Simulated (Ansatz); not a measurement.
GaSb in space group Pm-3n (No. 223; Ga on 6c, Sb on 6d), plane-wave PAW r²SCAN (Ansatz code), all energies at zero smearing, with the estimated change up to a 700 eV cutoff added, with one set of potentials and settings (totals compare only within such a set). Cell of 12 atoms (6 Ga, 6 Sb): -61737.279 eV.

```
element            reference phase  E (eV/atom)
-------  -------------------------  -----------
Ga       Cmce, 4 atoms in the cell   -3790.2722
Sb       R-3m, 2 atoms in the cell   -6499.1983
```

Formation energy per atom, worked out: (-61737.279 − 6×(-3790.2722) − 6×(-6499.1983))/12 = -0.038 eV/atom (-4 kJ per mol of atoms), at 0 K, without zero-point energy or fitted corrections.

The start of the workflow was typed in or built on a structure type; neither database checked (COD, Materials Project) lists it. It is not the phase usual at ambient conditions (space group No. 216). The cell was relaxed with r²SCAN under the symmetry of its start; its stability against distortions is not shown here. The volume moved by 29 % from the start of the relaxation. The references are the lowest solids computed at this level, not always the standard phases. Scalar-relativistic: spin–orbit coupling is off unless named, which matters more the heavier the elements.

Potentials: the earlier of the program's two PAW sets. The files were generated under PBE; for other functionals the program regenerates the frozen cores, and for LDA and PBEsol the local potential too.
